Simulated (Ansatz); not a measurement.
The end point of a relaxation of SnO2. Level of theory: r2SCAN (plane waves to 500 eV, PAW, scalar-relativistic; Ansatz, a program for electronic structure).

```xyz
12
Lattice="4.7319 0.0000 0.0000 0.0000 5.7438 0.0000 0.0000 0.0000 5.2382" Properties=species:S:1:pos:R:3 pbc="T T T"
Sn     2.3660     0.9484     3.9286
Sn     0.0000     1.9234     1.3095
Sn     2.3660     4.7953     1.3095
Sn     0.0000     3.8203     3.9286
O      1.0874     2.2536     4.8250
O      3.4534     0.6183     0.4132
O      3.6445     3.4902     0.4132
O      1.2785     5.1255     4.8250
O      3.6445     2.2536     3.0323
O      1.2785     0.6183     2.2059
O      1.0874     3.4902     2.2059
O      3.4534     5.1255     3.0323
```

Q: Find the space group and the Wyckoff positions (tolerance 0.01 Å).

A: Space group Pbcn (No. 60); a = 4.7319 Å, b = 5.7438 Å, c = 5.2382 Å, α = 90.00°, β = 90.00°, γ = 90.00°

```csv
atom,site,symmetry,x,y,z
Sn,4c,.2.,0.0000,0.3349,0.2500
O,8d,1,0.2702,0.1076,0.4211
```

Q: Give the shortest distances between elements (the closest pairs, up to four, under 3.6 Å).

A: O–Sn 2.04 Å; O–O 2.63 Å; Sn–Sn 3.23 Å.

Volume per atom: 11.86 Å³
Band gap: 2.08 eV, direct within 0.03 eV (at Γ) (no spin-orbit coupling)
Smallest direct gap: 2.08 eV at Γ

No spin polarisation in the result.

The run could not lose the symmetry of its start; a randomly shaken copy of 12 atoms returns to this structure.

The first start was generated by placing the elements on the sites of a structure type. Materials Project lists a structure of SnO2 in the same space group, Pbcn (No. 60); the sites were not compared with it, nor with measured phases. Known forms of SnO2 include space group No. 136.
